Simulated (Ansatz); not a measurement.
## Piezoelectric tensor of Sn₃GeO₄

Theory: DFT PBE, scalar-relativistic, plane waves, PAW in Ansatz. Plane waves to 420 eV; Γ-centred k mesh 8×8×4; fixed occupations. No spin polarisation.

The cell, relaxed at this level:
```
CELL_PARAMETERS angstrom
2.71737 -2.70947 -0.00090
2.71737 2.70947 -0.00090
-0.10313 0.00000 9.87067
ATOMIC_POSITIONS crystal
Sn 0.25733 0.25733 0.87412
Sn 0.24988 0.24988 0.35814
Sn 0.75242 0.75242 0.63675
Ge 0.70735 0.70735 0.13936
O 0.27076 0.75333 0.24058
O 0.75464 0.25429 0.75523
O 0.25429 0.75464 0.75523
O 0.75333 0.27076 0.24058
```

It was reached by relaxing an invented guess, and it needn't be the stable form of this composition. Spin–orbit coupling is left out, which matters for heavy elements. No dispersion correction is applied, so modes and constants that involve weak contacts between layers, chains or molecules come out too soft.

Give the relaxed-ion proper piezoelectric stress tensor e_iJ (C/m², Voigt columns xx yy zz yz xz xy).

## Answers

```
x   -1.76 -1.06  0.05  0.00  0.04  0.00
y    0.00  0.00  0.00  0.01  0.00 -0.56
z   -0.25 -0.17 -0.05  0.00  0.13  0.00
```
Signs follow the orientation of the cell as given.
